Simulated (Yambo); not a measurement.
G0W0@PBEsol for LiHS (space group Pmc2_1, No. 26) in Yambo. Reference settings: 2×4×1 Γ-centred k mesh, bands 5 to 257 and a 7 Ry block in the screening, 257 bands in G with the Bruneval-Gonze terminator, plasmon pole fitted at 27.2 eV. The PBEsol gap Γ → Γ on this mesh is 3.37 eV; G0W0 gaps are taken between the same points.

With and without the terminator, as bands are cut:

```tsv
bands in G (in W)	gap, terminator (eV)	gap, none (eV)	valence shift, terminator (eV)	valence shift, none (eV)
91 (257)	5.804	5.706	-1.417	-1.009
162 (257)	5.798	5.747	-1.472	-1.273
257 (257)	5.802	5.782	-1.490	-1.397
```

Over this range the gap spans 0.006 eV with the terminator and 0.076 eV without, the valence shift 0.073 eV and 0.388 eV. Neither column has reached its limit for certain.

Geometry of the Materials Project entry, not relaxed at this level; primitive cell a = 6.101 Å, b = 3.923 Å, c = 7.833 Å, α = 90.00°, β = 90.00°, γ = 90.00°.

A shift is the quasiparticle energy of the state minus its PBEsol energy.
